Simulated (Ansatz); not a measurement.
Input file for Ansatz (a quantum-chemistry and plane-wave program):

Ansatz 0.2 input:
```yaml
crystal:
  lattice:
    - [3.0707285624, 0.0, 0.0]
    - [-1.5353642812, 2.6593289432, 0.0]
    - [0.0, 0.0, 12.3359515659]
  atoms:
    - { symbol: Si, position: [0.6666666667, 0.3333333333, 0.25] }
    - { symbol: Si, position: [0.3333333333, 0.6666666667, 0.75] }
    - { symbol: Mo, position: [0.6666666667, 0.3333333333, 0.9068943958] }
    - { symbol: Mo, position: [0.3333333333, 0.6666666667, 0.0931056042] }
    - { symbol: Mo, position: [0.3333333333, 0.6666666667, 0.4068943958] }
    - { symbol: Mo, position: [0.6666666667, 0.3333333333, 0.5931056042] }
    - { symbol: C, position: [0.0, 0.0, 0.0] }
    - { symbol: C, position: [0.0, 0.0, 0.5] }
kpoints:
  mp_grid: { grid: [11, 11, 3] }
  band_path:
    path:
      - [[0.0, 0.0, 0.0], [0.5, 0.0, 0.0], [0.3333333333, 0.3333333333, 0.0], [0.0, 0.0, 0.0], [0.0, 0.0, 0.5], [0.5, 0.0, 0.5], [0.3333333333, 0.3333333333, 0.5], [0.0, 0.0, 0.5]]  # Γ-M-K-Γ-A-L-H-A
      - [[0.5, 0.0, 0.5], [0.5, 0.0, 0.0]]  # L-M
      - [[0.3333333333, 0.3333333333, 0.5], [0.3333333333, 0.3333333333, 0.0]]  # H-K
    npoints: 8
basis: { xc_grid: 2 }
hamiltonian:
  xc: pbesol
  pseudopotentials: { azcp: { folder: ./paw }, kind: paw_fr }
magnetization: { noncollinear: true, spin_orbit: true }
scf:
  n_extra_bands: 16
  convergence: { dr2_threshold: 0.0000000001 }
  occupations: { method: gaussian, width: 0.05 }
output: { eigenvalues: true }
```

Output (shortened):

```
Pseudopotential: Si, paw, valence charge 4
Pseudopotential: Mo, paw, valence charge 14
Pseudopotential: C, paw, valence charge 4
Functional definition: PBEsol
non-collinear run that drives no moment, with spin-orbit …
Crystal: 8 atoms, lattice volume = 100.736 Å³
Basis set: ecut = 420 eV, 1973 PW (Γ), exchange–correlation on 48×48×180 points (8 copies of the dense FFT grid, shifted against one another)
Bands: 88, of which v1, the nominal top of the filled ones, is band 72 counted from 1 (71 counted from 0)
Symmetry: 24 space group operations + 24 with time reversal
k-points: 32 of 363
Projection manifold: j_resolved (fully-relativistic pseudo-atomic orbitals)
SCF iter   1: F=—  HF=-21340.160854 eV  |F-HF|=—  |Δ(HF+E_count)|=         —  Δρ=1.43e-1  dr2=3.20e1  dr2_m=0.00e0 (ungated)  ethr=3.10e-3  |M|=0.00e0 ∫|m|=0.00e0 μB  |m|>n=0.0e0 m-floor=0.0e0 τ_xc=0.0e0  β_m=0.30  ⟨swp⟩=6.2  Hψ=6863  notcnv=0  defer=2
preconditioner: auto → Kerker (q_TF=auto, 2.580 Å⁻¹)
spin=Noncollinear: Kerker preconditioning applied to the charge; magnetization (m_x, m_y, m_z) channels mix plain (no charge-response kernel on spin).
SCF iter   2: F=—  HF=-21334.617481 eV  |F-HF|=—  |Δ(HF+E_count)|=    5.54e0  Δρ=7.66e-2  dr2=8.89e0  dr2_m=0.00e0 (ungated)  ethr=3.10e-3  |M|=0.00e0 ∫|m|=0.00e0 μB  |m|>n=0.0e0 m-floor=0.0e0 τ_xc=0.0e0  β_m=0.46  ⟨swp⟩=3.5  Hψ=2808  notcnv=0  defer=270
SCF iter   3: F=—  HF=-21332.579659 eV  |F-HF|=—  |Δ(HF+E_count)|=    2.04e0  Δρ=1.96e-2  dr2=2.20e-1  dr2_m=0.00e0 (ungated)  ethr=3.10e-3  |M|=0.00e0 ∫|m|=0.00e0 μB  |m|>n=0.0e0 m-floor=0.0e0 τ_xc=0.0e0  β_m=0.72  ⟨swp⟩=3.8  Hψ=3087  notcnv=0  defer=272
SCF iter   4: F=—  HF=-21332.567850 eV  |F-HF|=—  |Δ(HF+E_count)|=   1.18e-2  Δρ=4.76e-3  dr2=1.95e-2  dr2_m=0.00e0 (ungated)  ethr=3.05e-4  |M|=0.00e0 ∫|m|=0.00e0 μB  |m|>n=0.0e0 m-floor=0.0e0 τ_xc=0.0e0  β_m=0.73  ⟨swp⟩=2.5  Hψ=2356  notcnv=0  defer=270
SCF iter   5: F=—  HF=-21332.562635 eV  |F-HF|=—  |Δ(HF+E_count)|=   5.22e-3  Δρ=1.07e-3  dr2=1.07e-3  dr2_m=0.00e0 (ungated)  ethr=2.70e-5  |M|=0.00e0 ∫|m|=0.00e0 μB  |m|>n=0.0e0 m-floor=0.0e0 τ_xc=0.0e0  β_m=0.86  ⟨swp⟩=2.0  Hψ=1778  notcnv=0  defer=270
SCF iter   6: F=—  HF=-21332.562330 eV  |F-HF|=—  |Δ(HF+E_count)|=   3.04e-4  Δρ=1.16e-4  dr2=1.53e-5  dr2_m=0.00e0 (ungated)  ethr=1.48e-6  |M|=0.00e0 ∫|m|=0.00e0 μB  |m|>n=0.0e0 m-floor=0.0e0 τ_xc=0.0e0  β_m=0.93  ⟨swp⟩=2.3  Hψ=2064  notcnv=0  defer=270
SCF iter   7: F=—  HF=-21332.562333 eV  |F-HF|=—  |Δ(HF+E_count)|=   2.97e-6  Δρ=4.62e-5  dr2=2.96e-6  dr2_m=0.00e0 (ungated)  ethr=2.13e-8  |M|=0.00e0 ∫|m|=0.00e0 μB  |m|>n=0.0e0 m-floor=0.0e0 τ_xc=0.0e0  β_m=0.97  ⟨swp⟩=2.0  Hψ=1917  notcnv=0  defer=270
SCF iter   8: F=—  HF=-21332.562399 eV  |F-HF|=—  |Δ(HF+E_count)|=   6.56e-5  Δρ=7.53e-6  dr2=6.38e-8  dr2_m=0.00e0 (ungated)  ethr=4.11e-9  |M|=0.00e0 ∫|m|=0.00e0 μB  |m|>n=0.0e0 m-floor=0.0e0 τ_xc=0.0e0  β_m=0.98  ⟨swp⟩=2.0  Hψ=1941  notcnv=0  defer=270
SCF iter  10: F=-21332.562399 eV  HF=-21332.562399 eV  |F-HF|=8.37e-11  |Δ(HF+E_count)|=  3.13e-10  Δρ=2.08e-7  dr2=9.91e-11  dr2_m=0.00e0 (ungated)  ethr=1.00e-12  |M|=0.00e0 ∫|m|=0.00e0 μB  |m|>n=0.0e0 m-floor=0.0e0 τ_xc=0.0e0  ⟨swp⟩=10.8  Hψ=5230  notcnv=0
SCF 1 converged in 10 iterations: F = -21332.562399 eV  dr2 = 9.91e-11
NSCF: frozen V_eff on 75 k-points
SCF converged after 10 iterations
Magnetization: |M| = 0.0000 μB,  M = (+0.0000, +0.0000, +0.0000) μB
Absolute magnetization: 0.0000 μB (∫|m|)
  site 0: m = (+0.0000, +0.0000, +0.0000) μB, |m| = 0.0000 μB  (R = 1.08 Å)
  site 1: m = (+0.0000, +0.0000, +0.0000) μB, |m| = 0.0000 μB  (R = 1.08 Å)
  site 2: m = (+0.0000, +0.0000, +0.0000) μB, |m| = 0.0000 μB  (R = 0.87 Å)
  site 3: m = (+0.0000, +0.0000, +0.0000) μB, |m| = 0.0000 μB  (R = 0.87 Å)
  site 4: m = (+0.0000, +0.0000, +0.0000) μB, |m| = 0.0000 μB  (R = 0.87 Å)
  site 5: m = (+0.0000, +0.0000, +0.0000) μB, |m| = 0.0000 μB  (R = 0.87 Å)
  site 6: m = (+0.0000, +0.0000, +0.0000) μB, |m| = 0.0000 μB  (R = 0.87 Å)
  site 7: m = (+0.0000, +0.0000, +0.0000) μB, |m| = 0.0000 μB  (R = 0.87 Å)
Free energy (F): -21332.562399 eV
Harris-Foulkes:  -21332.562399 eV  (|F-HF|=8.37e-11)
Internal energy: -21332.555898 eV  (E = F + TS)
E sigma→0 (E₀):  -21332.559149 eV
Entropy (-TS):   -0.006500 eV (-0.813 meV/atom)
Fermi energy:    17.914735 eV
--- Per-component energies (eV) ---
  E_band       = -263.076970
  E_kinetic    = 1953.681966
  E_local      = -4811.265869  (includes V_loc(G=0)·N_el)
  E_nonlocal   = 693.416568
  E_hartree    = 1829.083165
  E_xc         = -911.507596
  E_vxc        = -1095.273870  (∫ρ·V_xc dr)
  E_paw        = -13808.584366  (= ΣΔE_a)
  E_vpaw       = -661.801761  (= ΣTr[D̂ρ^β])
  E_aug_tail   = 0.000298  (compensation charges beyond the density's cutoff)
  E_ewald      = -6278.327038
  E_core_change = 0.946975  (= ΣΔE_core)
  E_smearing   = -0.006500  (= −TS)
  E_closure    =  0.000000  (closes the sum)
  Σ components = -21332.562399   (vs F -21332.562399, Δ=0.00e0)
  [band-id]    e_kinetic+e_local+e_nonlocal+2·e_hartree+e_vxc+e_vpaw+e_augmentation_tail = -263.076340   (vs E_band -263.076970, Δ=6.30e-4)
--- Band table (eV; the first three rows and the last of 32) ---
  k-point 0: bands = ["-43.5307", "-43.5307", "-43.5299", "-43.5299", "-43.4365", "-43.4365", "-43.4357", "-43.4357", "-19.3784", "-19.3784", "-19.3710", "-19.3710", "-19.1324", "-19.1324", "-19.1264", "-19.1264", "-17.0507", "-17.0507", "-17.0376", …
  k-point 1: bands = ["-43.5305", "-43.5305", "-43.5301", "-43.5301", "-43.4363", "-43.4363", "-43.4359", "-43.4359", "-19.3766", "-19.3766", "-19.3729", "-19.3729", "-19.1308", "-19.1308", "-19.1279", "-19.1279", "-17.0475", "-17.0475", "-17.0410", …
  k-point 2: bands = ["-43.5241", "-43.5241", "-43.5234", "-43.5234", "-43.4333", "-43.4333", "-43.4325", "-43.4325", "-19.3844", "-19.3844", "-19.3773", "-19.3773", "-19.1500", "-19.1500", "-19.1443", "-19.1443", "-17.0541", "-17.0541", "-17.0413", …
  k-point 31: bands = ["-43.4196", "-43.4196", "-43.4193", "-43.4193", "-43.4098", "-43.4098", "-43.4095", "-43.4095", "-19.4454", "-19.4454", "-19.4430", "-19.4430", "-19.4226", "-19.4226", "-19.4206", "-19.4206", "-17.1395", "-17.1395", "-17.1356", …
```

Cost: very roughly 2.8 core-minutes on shared cores.

Space group P6_3/mmc. The start of the workflow was typed in or built on a structure type; neither database checked (COD, Materials Project) lists it. Whether it is the stable phase at ambient conditions was not checked. The cell was relaxed with PBEsol under the symmetry of its start; whether a distortion lowers the energy is not shown. No spin polarisation was allowed.

Potentials: the earlier of the program's two PAW sets. The files were generated under PBE; for other functionals the program regenerates the frozen cores, and for LDA and PBEsol the local potential too.

Ansatz is a plane-wave DFT program.
